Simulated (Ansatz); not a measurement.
Input for Ansatz (plane-wave DFT), Mn3Zn:

```yaml
crystal:
  lattice:
    - [-1.75441, 1.75441, 3.821799]
    - [1.75441, -1.75441, 3.821799]
    - [1.75441, 1.75441, -3.821799]
  atoms:
    - { symbol: Mn, position: [0.75, 0.25, 0.5], spin: 4.0 }
    - { symbol: Mn, position: [0.25, 0.75, 0.5], spin: 4.0 }
    - { symbol: Mn, position: [0.5, 0.5, 0.0], spin: 4.0 }
    - { symbol: Zn, position: [0.0, 0.0, 0.0] }
basis:
  ecutwfc: 420
kpoints:
  mp_grid: { grid: [2, 2, 2] }
hamiltonian:
  xc: rpbe
  dispersion: d4
scf:
  occupations: { method: methfessel_paxton, width: 0.094 }
  lower_state_search: "off"
output:
  forces: true
  stress: true
  eigenvalues: true
  populations: true
magnetization:
  spin_polarized: true
```

Command:

```bash
ansatz run input.yaml --threads 1 --pin off --max-ram 2048MiB --backend cpu --events-out ev --progress --plain --runs-dir out
```

From the log (HF is the Harris–Foulkes energy, dr2 the density residual in eV):

```text
Pseudopotential: Zn, paw, valence charge 12, recommended cutoff 420 eV (normal)
Crystal: 4 atoms, lattice volume = 47.053 Å³
Basis set: ecut = 420 eV, 933 PW (Γ), exchange–correlation on 64×64×64 points (8 copies of the dense FFT grid, shifted against one another)
Bands: 42, of which v1, the nominal top of the filled ones, is band 29 counted from 1 (28 counted from 0)
Symmetry: 16 space group operations
Space group: I4/mmm (ITA 139), of the structure as read, at distance tolerance 3.6e-5 Å
k-points: 4 of 8
PAW frozen core: Mn, regenerated for the run's functional, and the local potential with it (the file was generated under x = pbe(κ = 0.804, μ = 0.2195), c = pbe(β = 0.0667))
PAW frozen core: Zn, regenerated for the run's functional, and the local potential with it (the file was generated under x = pbe(κ = 0.804, μ = 0.2195), c = pbe(β = 0.0667))
Initial density: superposition of atomic densities
Starting moments: Σ|m| = 12 μB on 3 of 4 sites
SCF iter   1: HF=-15036.644726 eV  Δρ=1.02e-1 (↑6.03e-2 ↓1.02e-1) dr2=6.47e0  dr2_m=1.58e0  M=9.488 μB ∫|m|=9.652 μB
SCF iter   2: HF=-15036.117253 eV  S|Δr|=    0.00e0  Δρ=1.16e-1 (↑1.16e-1 ↓6.40e-2) dr2=5.59e0  dr2_m=2.50e0  M=9.026 μB ∫|m|=9.210 μB
SCF iter   3: HF=-15036.140708 eV  S|Δr|=    0.00e0  Δρ=1.00e-1 (↑1.00e-1 ↓9.09e-2) dr2=8.24e0  dr2_m=2.41e0  M=8.741 μB ∫|m|=9.031 μB
SCF iter   4: HF=-15035.571688 eV  S|Δr|=    0.00e0  Δρ=6.44e-2 (↑4.85e-2 ↓6.44e-2) dr2=2.27e-1  dr2_m=1.34e0  M=9.439 μB ∫|m|=9.684 μB
   ...
iteration 101: the SCF's residuals had fallen too slowly under its mixing. It goes on by minimising its free energy, and can end on another state than longer mixing would; under `scf.algorithm: density_mixing` no SCF does so, but by `scf.convergence.dm_fallback`
iteration 108: the input's own smearing fills from here on; a Gaussian of 0.094 eV has filled iterations ahead of it
SCF iter 118: HF=-15036.415970 eV  S|Δr|=    0.00e0  Δρ=2.47e-5 (↑5.70e-6 ↓2.47e-5) dr2=2.60e-7  dr2_m=7.26e-8  M=5.506 μB ∫|m|=5.606 μB
SCF iter 119: HF=-15036.415970 eV  S|Δr|=    0.00e0  Δρ=1.49e-5 (↑7.89e-6 ↓1.49e-5) dr2=2.58e-7  dr2_m=8.52e-9  M=5.506 μB ∫|m|=5.606 μB
SCF iter 120: F=-15036.415970 eV  HF=-15036.415970 eV  S|Δr|=    0.00e0  Δρ=4.54e-6 (↑9.82e-7 ↓4.54e-6) dr2=5.54e-9  dr2_m=2.60e-9  M=5.506 μB ∫|m|=5.606 μB
SCF 1 converged in 120 iterations: F = -15036.415970 eV  dr2 = 5.54e-9
this state was not tested for a lower state beside it, because cold or Methfessel-Paxton smearing, or corrected tetrahedra, fill the levels in a way that the test cannot read (fill_not_monotonic; see scf.lower_state_search)
SCF converged after 120 iterations
Magnetization: 5.5061 μB (31.2530 up, 25.7470 down)
Absolute magnetization: 5.6083 μB (∫|ρ↑−ρ↓|, with the PAW one-centre terms)
Per-site moments (μB) at R_I (Å): [(1.9726, 1.0234), (1.9726, 1.0234), (1.2552, 1.0234), (0.0164, 1.0234)]
Free energy (F): -15036.415970 eV
E sigma→0 (E₀):  -15036.414388 eV
Entropy (-TS):   -0.006328 eV (-1.582 meV/atom)
Fermi energy:    17.466489 eV
Step filling:    the computed levels leave a gap of 0.0408 eV = 0.4 smearing widths at the electron count; against every level under it full and every level over it empty, smearing changes F+E_penalty+E_count by -2.945 meV and its σ→0 estimate by -1.363 meV
--- Forces (eV/Å), atoms counted from 1 ---
  atom   1  Mn     0.00000000     0.00000000     0.00000000
  atom   2  Mn     0.00000000     0.00000000     0.00000000
  atom   3  Mn    -0.00000000     0.00000000     0.00000000
  atom   4  Zn    -0.00000000     0.00000000     0.00000000
--- Stress (GPa, compression-positive) ---
        8.122923       0.000000       0.000000
        0.000000       8.122923      -0.000000
        0.000000      -0.000000      -9.295819
  P = ⅓ Tr σ = 2.3167 GPa (23.167 kbar)
```

It ran for 51 s on 1 thread of Arm Neoverse N1, with other jobs on the host, peak memory 0.38 GiB.

Settings here are deliberately varied, not converged. Forces of this functional on these PAW sets can be off by 10 %.